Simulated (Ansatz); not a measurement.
SiO₂:
```
CELL_PARAMETERS angstrom
      4.98259     0.00000     0.00000
      0.00000     4.98259     0.00000
      0.00000     0.00000     6.92104
ATOMIC_POSITIONS crystal
  Si 0.69788 0.69788 0.50000
  Si 0.80212 0.19788 0.75000
  Si 0.30212 0.30212 0.00000
  Si 0.19788 0.80212 0.25000
  O  0.89139 0.76170 0.31887
  O  0.73830 0.39139 0.56887
  O  0.10861 0.23830 0.81887
  O  0.26170 0.60861 0.06887
  O  0.39139 0.73830 0.43113
  O  0.23830 0.10861 0.18113
  O  0.60861 0.26170 0.93113
  O  0.76170 0.89139 0.68113
```

Relaxed with r²SCAN.

Task: Give the optical modes at the zone centre with their infrared and Raman activity from DFPT, r²SCAN (plane waves, PAW; program Ansatz).

Result: Transverse frequencies, without the LO–TO term; a row sums one degenerate level.

```
ω (cm⁻¹)  degeneracy  IR ((D/Å)²/amu)  Raman (Å⁴/amu)  activity  symmetry
--------  ----------  ---------------  --------------  --------  --------
49                 1             0.00               0    silent        B1
120                1             0.00            0.65     Raman        B1
152                2             0.27               0        IR         E
229                1             0.00             9.9     Raman        A1
272                2             0.18            0.49  IR+Raman         E
283                1             0.00            0.24     Raman        B2
293                1             1.84               0        IR        A2
366                1             0.00            0.25     Raman        A1
378                1             0.00           0.053     Raman        B1
382                2             3.91               0        IR         E
420                1             0.00              26     Raman        A1
444                1             0.00               0    silent        B2
470                2            30.40               0        IR         E
495                1            11.60               0        IR        A2
617                2             4.24               0        IR         E
783                1             0.00             2.3     Raman        B1
787                1             0.00            0.12     Raman        B2
787                1             8.79               0        IR        A2
794                2             0.05             1.0  IR+Raman         E
1081               1             0.00             2.3     Raman        A1
1084               2           114.73           0.069  IR+Raman         E
1084               1             0.00            0.60     Raman        B1
1088               1            53.73               0        IR        A2
1135               1             0.00               0    silent        B2
1199               2             2.77             1.4  IR+Raman         E
```

Task: How high does the top mode go among those that the LO–TO term moves?

Result: 1247 cm⁻¹ for q along x, 1247 cm⁻¹ for q along y, 1235 cm⁻¹ for q along z.

Space group P4_12_12. Symmetry was held in the r²SCAN relaxation; phonons on a q-mesh show no instability.

Potentials: the earlier of the program's two PAW sets.
